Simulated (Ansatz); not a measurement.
According to plane-wave PAW PBE (Ansatz code), C in the orthorhombic phase (Imma; C on 8g, C on 8h) relaxes to a = 4.891 Å, b = 7.800 Å, c = 3.311 Å. C on 8g has 3 nearest neighbours from 1.38 Å (trigonal planar); C on 8h has 3 nearest neighbours from 1.40 Å (trigonal planar).

Electronic character: no gap, with almost no states at the Fermi level (zero-gap or semimetallic).

The bulk modulus is 125 GPa.

The start of the workflow was typed in or built on a structure type; neither database checked (COD, Materials Project) lists it. It is not the phase usual at ambient conditions (space group No. 194, 227). The PBE relaxation kept the symmetry of its start; whether a distortion lowers the energy is not shown.

Potentials: the earlier of the program's two PAW sets.
